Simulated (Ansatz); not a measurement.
PtSe2 (CdI2 type)

```yaml
crystal:
  lattice:
    - [3.77243, 0.00000, 0.00000]
    - [-1.88622, 3.26702, 0.00000]
    - [0.00000, 0.00000, 4.81683]
  atoms:
    - { symbol: Pt, position: [0.00000, 0.00000, 0.00000] }
    - { symbol: Se, position: [0.66667, 0.33333, 0.26563] }
    - { symbol: Se, position: [0.33333, 0.66667, 0.73437] }
```

In this cell atom 1 (Pt, nearest neighbour Se at 2.526 Å; its periodic images, 3.8 Å or more away, move with it) is moved by s along Cartesian [111], unit vector (0.577, 0.577, 0.577); all other atoms and the cell stay fixed.

Method: PBE-D3(BJ) (plane waves to 420 eV, PAW, scalar-relativistic; Ansatz, an electronic-structure program). k mesh 11×11×8 (Γ-centred), Fermi-Dirac smearing 0.05 eV. E stands for the smeared free energy. Left out: 2 of 11 points, with atoms too close for the PAW data. With partly filled bands, energies and forces of such displacements shift with the k mesh and the smearing. PtSe2 is run without spin polarisation. PtSe2 was relaxed with its symmetry unable to fall. Spin-orbit coupling is left out, though Pt is heavy. The PAW data are Ansatz's earlier set. ΔE is measured from the undisplaced structure. The last digit holds for this mesh only.

```csv
s (Å),ΔE (meV/cell)
-0.608,3523.2
-0.456,1751.9
-0.304,withheld
-0.152,171.4
0.000,0.0
0.152,171.4
0.304,withheld
0.456,1751.9
0.608,3523.2
```

Q: Fit an even polynomial form (powers 2, 4, 6) to the given rows and predict ΔE at s = 0.304.

A: Least squares on the 7 given rows: ΔE = (7312)·s² + (4519)·s⁴ + (4012)·s⁶, in meV/cell with s in Å; root-mean-square residual 0.01 meV/cell. At 0.304 the fit gives 717.5 meV/cell; the calculation gives 720.3 meV/cell, so the interpolation is off by -2.8 (-0.4 %). The quadratic term alone would give 675.7 meV/cell.

(A displaced cell: forces are minus the slopes of the energy, force constants its curvatures, and phonons follow from these.)
